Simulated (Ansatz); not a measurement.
Ta, DFT, PBEsol, PAW with Ansatz's default frozen-core files, scalar-relativistic (Ansatz 0.2.0), run on 1 thread of Arm Neoverse V1 on a shared host.

The cell comes from COD entry 1534932, which wasn't checked; take it as a given geometry. The listed cell was then made from it by scaling, straining or moving an atom.

Command: `ansatz run input.yaml --threads 1 --pin off --max-ram 3072MiB --backend cpu --events-out ev --progress --plain --runs-dir out`

```yaml
crystal:
  lattice:
    - [0.0, 2.11, 2.1522]
    - [2.11, 0.0, 2.1522]
    - [2.11, 2.11, 0.0]
  atoms:
    - { symbol: Ta, position: [0.0, 0.0, 0.0] }
kpoints:
  mp_grid: { grid: [15, 15, 15] }
scf:
  occupations: { method: fermi_dirac, width: 0.08 }
hamiltonian:
  xc: pbesol
  pseudopotentials: { kind: paw }
output:
  forces: true
  stress: true
  eigenvalues: true
  efg: { contact_densities: true }
```

(1) How large is the problem that the program sets up?

(2) About how long does it take, and how much memory does it use?

(3) And the same cell and mesh by all-electron PAW (datasets made for this crystal), asked for forces, stress, eigenvalues, efg, on the same hardware?

Answers

(1) 288 irreducible k-points, 347 plane waves at Γ, 11 bands.

(2) 4.5 s of wall time for 6 SCF iterations, with a peak of 0.38 GiB. Times on shared machines scatter by tens of per cent.

(3) 25 s, peak memory 0.68 GiB.
